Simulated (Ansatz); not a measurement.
Data:

Mo2N:
```cif
data_Mo6N3
_chemical_formula_sum 'Mo6 N3'
_space_group_name_H-M_alt 'R-3m :H'
_space_group_IT_number 166
_space_group_name_Hall '-R 3 2"'
_cell_length_a 2.87926
_cell_length_b 2.87926
_cell_length_c 14.98519
_cell_angle_alpha 90.000
_cell_angle_beta 90.000
_cell_angle_gamma 120.000
loop_
_atom_site_label
_atom_site_type_symbol
_atom_site_symmetry_multiplicity
_atom_site_Wyckoff_symbol
_atom_site_fract_x
_atom_site_fract_y
_atom_site_fract_z
_atom_site_occupancy
Mo1 Mo 6 c 0.00000 0.00000 0.24285 1
N1 N 3 a 0.00000 0.00000 0.00000 1
```
(The calculation used a cell of 3 atoms; values per cell refer to that cell.)

This is the r²SCAN-relaxed structure.

Problem. All from r²SCAN (plane waves, PAW; program Ansatz), unless another level is named. Give the electronic character.

Solution. metallic (no gap).

Problem. Predict the density of states at the Fermi level.

Solution. 0.53 states/eV per atom (mean over ±0.08 eV).

Problem. Give the formation energy from the elements (no fitted shifts).

Solution. -0.30 eV/atom.

Problem. What about the gap with spin–orbit coupling?

Solution. none (metallic).

The first step of the workflow began from a Materials Project structure, measured or hypothetical; the Crystallography Open Database copy checked does not list it. COD files the formula under space group No. 141. Whether it is the stable phase at ambient conditions was not checked. The cell was relaxed with r²SCAN under the symmetry of its start; its stability against distortions is not shown here. No spin polarisation was allowed. With an odd number of electrons in the cell and no spin polarisation, the count alone makes it a metal. The references are the lowest solids computed at this level, not always the standard phases (solids in place of the gases). Scalar-relativistic: spin–orbit coupling is off unless named, which matters more the heavier the elements.

Potentials: the later of the program's two PAW sets.
